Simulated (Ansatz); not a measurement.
The relaxed structure here is a generated cell of CdS: the first start was made by a random draw of sites in a space group, and the end was not matched to a known phase here, so it may be hypothetical. Known forms of CdS include space group No. 186, 216.

One stationary structure of CdS. Space group P-6m2 (No. 187), AFLOW prototype AB_hP2_187_d_a (B_h, as in WC). Calculation: r2SCAN (plane waves to 500 eV, PAW, scalar-relativistic; Ansatz, a first-principles code).

```xyz
2
Lattice="3.7486 0.0000 0.0000 -1.8743 3.2464 0.0000 0.0000 0.0000 3.4336" Properties=species:S:1:pos:R:3 pbc="T T T"
Cd     1.8743     1.0821     0.0000
S      0.0000     2.1643     1.7168
```

- Volume per atom: 20.89 Å³
- Density: 5.74 g/cm³
- Band gap: no clear gap: the sampled points leave 0.12 eV away from the symmetry points, which may be a band crossing missed between them
- Smallest direct gap: 0.66 eV at L
- Shortest distances: Cd–S 2.76 Å; S–S 3.43 Å; Cd–Cd 3.43 Å
- k-mesh: 10×10×10

Band energies at high-symmetry points (eV from the VBM; labels of this space group; no spin-orbit coupling), from −5 eV up to 2.0 eV:

```
point                energies
-----  ----------------------
Γ      -1.37 -0.84 -0.84 0.32
M                 -2.18 -0.16
K                  -4.05 0.00
A                 -0.36 -0.36
L      -4.07 -3.65 -0.54 0.12
H      -3.62 -3.50 -1.62 0.62
```

No spin polarisation in the result.

The run could not lose the symmetry of its start, so the end can be a saddle point.
